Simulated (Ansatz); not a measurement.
Ni₃SnN (anti-perovskite, space group No. 221) at seven volumes, LDA in the plane-wave PAW code Ansatz, scaled uniformly. One row is withheld.

| V (Å³/atom) | P (GPa) |
|---|---|
| 10.058 | ? |
| 10.390 | 15.71 |
| 10.721 | 7.16 |
| 11.053 | 0.00 |
| 11.384 | -6.01 |
| 11.716 | -11.03 |
| 12.047 | -15.24 |

**Question.** Fit the shown pressures and predict the withheld one.

**Answer.** Third-order Birch–Murnaghan: P = (3/2)B₀(x^(7/2) − x^(5/2))[1 + (3/4)(B′ − 4)(x − 1)] with x = (V₀/V)^(2/3). Least squares on the six rows gives V₀ = 11.053 Å³/atom, B₀ = 218.3 GPa, B′ = 4.90. At V = 10.058, x = 1.0649 and P = 25.96 GPa. The run itself gave 25.87 GPa.

Space group Pm-3m (anti-perovskite). The workflow started from a Materials Project entry (that database holds measured and hypothetical structures alike); the Crystallography Open Database copy checked does not list it. Its standing as an ambient phase is unchecked. The LDA relaxation kept the symmetry of its start. At this level the phase is dynamically unstable (imaginary phonons). No spin polarisation was allowed. Scalar-relativistic: spin–orbit coupling is off unless named, which matters more the heavier the elements.

Potentials: the later of the program's two PAW sets.
